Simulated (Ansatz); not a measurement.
LiCl (rock salt, Fm-3m), plane-wave PAW LDA (Ansatz code). The conduction-band minimum lies at L, with 4 equivalent valleys. Second derivatives d²E/dk² of the lowest band at one valley (eV·Å²), along Cartesian directions:

| direction | d²E/dk² |
|---|---|
| [100] | 18.27 |
| [010] | 18.27 |
| [001] | 18.27 |
| [110] | 12.49 |
| [101] | 24.05 |
| [011] | 24.05 |

Q: Find the principal effective masses, the density-of-states mass and the conductivity mass.

A: Off-diagonal terms follow from H_xy = H[110] − (H_xx + H_yy)/2, and m*/mₑ = 7.620 eV·Å² over each eigenvalue: 0.32, 0.32, 1.1. One valley's DOS mass (m₁m₂m₃)^(1/3) = 0.48, conductivity mass 3/(Σ 1/mᵢ) = 0.42 mₑ.

Q: What effective density of states Nc follows at 300 K for parabolic valleys?

A: Nc = 2.509e19 × 4 × (0.48)^(3/2) ≈ 3.3e19 cm⁻³.

Q: With the computed static dielectric constant 10.4 (mean of the diagonal), estimate a hydrogenic donor's binding energy and radius.

A: E = 13.606 eV × 0.42/10.4² ≈ 53 meV; a = 0.529 Å × ε/m* ≈ 13 Å. Semilocal masses tend to be too small where the gap is.

Q: With ε∞ = 3.18 and ω_LO = 413 cm⁻¹, what Fröhlich coupling constant follows?

A: α = (1/ε∞ − 1/ε0) √(m* × 13.606 eV/ħω_LO) = 2.3.

The LDA relaxation kept the symmetry of its start; phonons on a q-mesh show no instability.

Potentials: the later of the program's two PAW sets.
